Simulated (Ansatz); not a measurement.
Density of states of a ZrCoNiMoO4 cell (elements on a rock salt lattice, relaxed), per eV and atom, broadened by Gaussian smearing of width 0.1 eV and averaged over bins of 0.4 eV, from 8 eV under the Fermi level at most up to where the solved bands end.

Theory: DFT PBE, scalar-relativistic, plane waves, PAW in Ansatz 0.2.0.

Settings: cutoff 420 eV, Γ-centred mesh 6×6×7 on the computed 16-atom cell, Gaussian smearing of 0.10 eV; collinear spin from starting moments 0 0 0 0 0 0 0 0 3 3 2 2 0 0 0 0 μB.

```
CELL_PARAMETERS angstrom
-4.21031 4.65369 -0.20045
-4.07877 -0.06891 4.23125
0.18864 4.64188 4.35099
ATOMIC_POSITIONS crystal
O 0.75498 0.80450 0.73207
O 0.24957 0.73414 0.71774
O 0.87896 0.15445 0.74213
O 0.75021 0.74693 0.20570
O 0.33701 0.20302 0.71124
O 0.27002 0.80191 0.16651
O 0.75060 0.23860 0.28244
O 0.19538 0.32827 0.16436
Co 0.02584 0.06495 0.98768
Co 0.50879 0.50956 0.50879
Ni 0.43629 0.40777 0.19448
Ni 0.77149 0.49844 0.72060
Zr 0.52664 0.05792 0.97104
Zr 0.05588 0.98876 0.44567
Mo 0.97823 0.53439 0.95955
Mo 0.51232 0.94693 0.47724
```

| E − E_F (eV) | total | O 2p | Co 3d | Ni 3d | Mo 4d |
| --- | --- | --- | --- | --- | --- |
| -7.85 | 0.681 | 0.455 | 0.017 | 0.016 | 0.093 |
| -7.45 | 0.773 | 0.534 | 0.021 | 0.017 | 0.098 |
| -7.05 | 0.703 | 0.504 | 0.023 | 0.023 | 0.057 |
| -6.65 | 0.736 | 0.533 | 0.035 | 0.033 | 0.044 |
| -6.25 | 0.799 | 0.584 | 0.052 | 0.035 | 0.040 |
| -5.85 | 0.835 | 0.625 | 0.056 | 0.034 | 0.037 |
| -5.45 | 0.834 | 0.645 | 0.052 | 0.032 | 0.035 |
| -5.05 | 0.725 | 0.573 | 0.037 | 0.035 | 0.026 |
| -4.65 | 0.444 | 0.351 | 0.025 | 0.025 | 0.011 |
| -4.25 | 0.193 | 0.157 | 0.008 | 0.011 | 0.004 |
| -3.85 | 0.026 | 0.003 | 0.008 | 0.007 | 0.004 |
| -3.45 | 0.227 | 0.027 | 0.075 | 0.059 | 0.041 |
| -3.05 | 0.362 | 0.034 | 0.154 | 0.081 | 0.057 |
| -2.65 | 0.624 | 0.054 | 0.228 | 0.184 | 0.094 |
| -2.25 | 0.823 | 0.070 | 0.272 | 0.318 | 0.089 |
| -1.85 | 0.967 | 0.087 | 0.298 | 0.418 | 0.094 |
| -1.45 | 1.096 | 0.100 | 0.312 | 0.516 | 0.094 |
| -1.05 | 1.008 | 0.102 | 0.251 | 0.472 | 0.104 |
| -0.65 | 0.890 | 0.088 | 0.280 | 0.288 | 0.155 |
| -0.25 | 0.483 | 0.051 | 0.143 | 0.099 | 0.145 |
| 0.15 | 0.555 | 0.060 | 0.202 | 0.065 | 0.179 |
| 0.55 | 0.685 | 0.082 | 0.150 | 0.077 | 0.307 |
| 0.95 | 0.560 | 0.073 | 0.131 | 0.059 | 0.229 |
| 1.35 | 0.432 | 0.059 | 0.076 | 0.033 | 0.142 |
| 1.75 | 0.437 | 0.062 | 0.055 | 0.022 | 0.110 |

The columns after the total are the largest Löwdin projections on the valence shells of the potentials, so they needn't add up, and the weight of a shell that a potential lacks goes to other orbitals. The cell has no gap on the mesh.

The relaxation stopped before its thresholds.

Moments started parallel, and an antiferromagnetic order may lie lower.

Cost: 2 runs of about 65 core-minutes in all (earlier runs that led there not counted), on AMD EPYC 7R43 (Zen 3) (shared hosts).